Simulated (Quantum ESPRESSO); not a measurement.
Band energies of Ge

```
Ge
1.0
    0.00000     2.83928     2.83928
    2.83928     0.00000     2.83928
    2.83928     2.83928     0.00000
Ge
2
Direct
  0.00000   0.00000   0.00000
  0.25000   0.25000   0.25000
```

PBEsol (pw.x of Quantum ESPRESSO, ONCV potentials, no spin-orbit coupling); path ΓXWKΓLUWLK,UX; energies in eV from the Fermi level.

```csv
k (1/Å),point,band 10,band 11,band 12,band 13,band 14,band 15,band 16,band 17
0.00,Γ,-24.59,-12.72,-0.12,-0.01,-0.01,-0.01,2.52,2.52
0.22,,-24.58,-12.56,-1.97,-0.63,-0.63,1.75,2.05,3.34
0.55,,-24.58,-11.72,-4.74,-2.03,-2.03,0.94,2.65,5.77
0.89,,-24.56,-10.21,-7.33,-2.89,-2.89,0.48,1.27,8.36
1.11,X,-24.55,-8.87,-8.87,-3.06,-3.06,0.67,0.67,9.39
1.22,,-24.55,-8.86,-8.86,-3.16,-3.16,0.89,0.89,9.03
1.55,,-24.54,-8.78,-8.78,-3.83,-3.83,3.29,3.29,5.65
1.66,W,-24.54,-8.77,-8.77,-3.89,-3.89,4.24,4.24,4.62
1.79,,-24.54,-9.09,-8.48,-4.13,-3.48,2.84,4.17,5.42
2.05,K,-24.54,-9.34,-8.28,-4.32,-2.62,1.08,4.00,7.09
2.16,,-24.54,-9.68,-7.92,-4.44,-2.36,1.30,5.38,6.41
2.48,,-24.55,-11.00,-6.32,-3.71,-1.38,1.92,4.55,4.80
2.80,,-24.57,-12.13,-3.97,-1.97,-0.46,1.70,3.19,3.32
3.12,,-24.59,-12.68,-1.04,-0.20,-0.04,0.72,2.56,2.58
3.22,Γ,-24.59,-12.72,-0.12,-0.01,-0.01,-0.01,2.52,2.52
3.33,,-24.59,-12.68,-1.06,-0.09,-0.09,0.68,2.62,2.62
3.65,,-24.57,-12.13,-4.24,-0.77,-0.77,0.67,3.48,3.48
3.97,,-24.57,-11.09,-6.84,-1.29,-1.29,0.18,3.72,3.72
4.18,L,-24.56,-10.65,-7.59,-1.40,-1.40,0.08,3.69,3.69
4.28,,-24.56,-10.62,-7.58,-1.80,-1.46,0.47,3.61,3.81
4.57,,-24.54,-10.15,-7.64,-3.77,-2.06,1.54,4.34,5.33
4.76,,-24.54,-9.59,-8.03,-4.35,-2.47,1.21,4.73,6.35
4.86,U,-24.54,-9.34,-8.28,-4.32,-2.62,1.08,4.00,7.09
5.06,,-24.54,-9.20,-8.39,-4.21,-3.21,2.16,4.10,5.93
5.25,W,-24.54,-8.77,-8.77,-3.89,-3.89,4.24,4.24,4.62
5.35,,-24.54,-9.17,-8.38,-4.12,-3.56,3.75,4.07,4.92
5.64,,-24.54,-10.14,-7.64,-3.72,-2.30,2.31,3.33,5.72
5.94,,-24.56,-10.62,-7.58,-1.81,-1.46,0.48,3.61,3.82
6.03,L,-24.56,-10.65,-7.59,-1.40,-1.40,0.08,3.69,3.69
6.12,,-24.56,-10.63,-7.58,-1.72,-1.44,0.39,3.63,3.78
6.37,,-24.54,-10.27,-7.60,-3.50,-1.94,1.56,3.98,4.99
6.63,,-24.54,-9.55,-8.07,-4.36,-2.49,1.19,4.64,6.47
6.71,K,-24.54,-9.34,-8.28,-4.32,-2.62,1.08,4.00,7.09
6.71,U,-24.54,-9.34,-8.28,-4.32,-2.62,1.08,4.00,7.09
6.81,,-24.54,-9.11,-8.54,-4.04,-2.81,0.90,2.80,7.77
7.10,X,-24.55,-8.87,-8.87,-3.06,-3.06,0.67,0.67,9.39
```

At this level the gap is closed or nearly so: along the path the highest valence and lowest conduction bands touch, or overlap by less than 0.6 eV, a zero-gap or semimetallic result; the valence top lies at Γ, the conduction bottom at Γ. Semilocal functionals close the gaps of some narrow-gap semiconductors, so this alone doesn't show that the compound has none.

Spin-orbit splittings are left out.

Geometry relaxed with PBEsol.
